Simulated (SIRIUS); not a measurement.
Worked example: self-consistent single point of InBi (P4/nmm, 4 atoms in the cell; from Materials Project mp-23313, changed as shown) in SIRIUS.

Level of theory: LDA (PW92), FP-LAPW (LAPW with two local orbitals a valence shell; core below -3 Ha), all-electron full potential with ZORA scalar-relativistic valence and Dirac core run with SIRIUS.

The change in words: lattice scaled by 1.02. Reference geometry (P4/nmm):
```yaml
crystal:
  lattice:
    - [4.96582, 0.00000, 0.00000]
    - [0.00000, 4.96582, 0.00000]
    - [0.00000, 0.00000, 5.28077]
  atoms:
    - { symbol: In, position: [0.50000, 0.50000, 0.00000] }
    - { symbol: In, position: [0.00000, 0.00000, 0.00000] }
    - { symbol: Bi, position: [0.50000, 0.00000, 0.36001] }
    - { symbol: Bi, position: [0.00000, 0.50000, 0.63999] }
```

Reference input (self-consistent single point, DFT, LDA (PW92), FP-LAPW (LAPW with two local orbitals a valence shell; core below -3 Ha), all-electron full potential with ZORA scalar-relativistic valence and Dirac core): parameters.ngridk = 8 8 8; basis = LAPW with two local orbitals a valence shell, core below -3 Ha; unit_cell.atom_type_rmt = {In: 2.4, Bi: 2.4} bohr; parameters.xc_functionals = [XC_LDA_X, XC_LDA_C_PW]; parameters.aw_cutoff = 7; parameters.pw_cutoff = 16 1/bohr; parameters.smearing = fermi_dirac; parameters.smearing_width = 0.00367493 Ha; parameters.electronic_structure_method = full_potential_lapwlo; parameters.lmax_apw = 8; parameters.lmax_rho = 8; parameters.lmax_pot = 8. This run's input differs from it in these lines:

```diff
@@ -36,5 +36,5 @@
     "lattice_vectors": [
-      [9.3840416739, 0.0, 0.0],
-      [0.0, 9.3840416739, 0.0],
-      [0.0, 0.0, 9.9792090271]
+      [9.5717217137, 0.0, 0.0],
+      [0.0, 9.5717217137, 0.0],
+      [0.0, 0.0, 10.1787924518]
     ],
```

Output, abridged:

```
[find] density tolerance         : 1e-06
[find] total energy tolerance    : 1e-07
[find] iter_solver_tol (initial) : 0.01
[find] iter_solver_tol (target)  : 1e-13
[find] num_dft_iter              : 100
Charges and magnetic moments
--------------------------------------------------------------------------------
atom      charge    core leakage
--------------------------------------------------------------------------------
   0   46.958127    0.000000e+00
   1   46.958127    0.000000e+00
   2   80.150096    0.000000e+00
   3   80.150096    0.000000e+00

total core leakage    : 0.00000000e+00
interstitial charge   : 9.783554
   [... lines left out ...]
[find]    3   80.083957    4.919967e-03
[find] total core leakage    : 1.06467567e-02
[find] interstitial charge   : 10.124250
[find] total charge          : 263.989348
[find] Energy
[find] smearing (-TS)                 :      -0.00188367
[find] Total energy                   :  -54896.20373861 (Ha), -109792.40747723 (Ry)
[find] Free energy (E-TS)             :  -54896.20562229 (Ha), -109792.41124457 (Ry)
[find] band gap (eV)                  :       0.00000000
[find] Efermi                         :       0.15342102
[find] iteration : 15, RMS (target) : 3.3434e-07 (1.0000e-06) , energy difference (target) : 1.3461e-09 (1.0000e-07)
[find] converged after 16 SCF iterations!
Warning in function "check_num_electrons" at src/density/density.cpp:1179
wrong number of electrons
  obtained value : 263.989
  target value : 264
  difference : 0.0106522
  total core leakage : 0.0106468
    atom class : 0, core leakage : 0.000403412
    atom class : 1, core leakage : 0.00491997
[find] Charges and magnetic moments
[find] atom      charge    core leakage
[find]    0   46.848592    4.034116e-04
[find]    1   46.848592    4.034116e-04
[find]    2   80.083957    4.919967e-03
[find]    3   80.083957    4.919967e-03
[find] total core leakage    : 1.06467567e-02
[find] interstitial charge   : 10.124250
[find] total charge          : 263.989348
[find] Energy
[find] smearing (-TS)                 :      -0.00188367
   [... lines left out ...]
[find] Free energy (E-TS)             :  -54896.20562229 (Ha), -109792.41124457 (Ry)
[find] band gap (eV)                  :       0.00000000
   [... lines left out ...]
[find] Efermi                         :       0.15342102
[ground_state] ==== total Forces in Ha/bohr =====
[ground_state] atom:    0, force:       0.0000000      0.0000000      0.0000000
[ground_state] atom:    1, force:       0.0000000     -0.0000000      0.0000000
[ground_state] atom:    2, force:      -0.0000000      0.0000000     -0.0055028
[ground_state] atom:    3, force:       0.0000000      0.0000000      0.0055028
```

The run converged in 16 iterations. Against the reference run the free energy rises by 61.4 meV/atom and the largest force goes from 0.088 to 0.283 eV/Å.

The structure comes from a collection of computed structures, made at another level of theory; the collection holds predicted forms beside known ones. Its lattice was then scaled. Values depend on the basis (sphere radii, cutoffs, local orbitals), which need not be converged.

Cost on one core: about 2.7 core-minutes (a rough figure).

The gap that the log prints is read on the run's mesh, which can miss the band edges or a crossing.
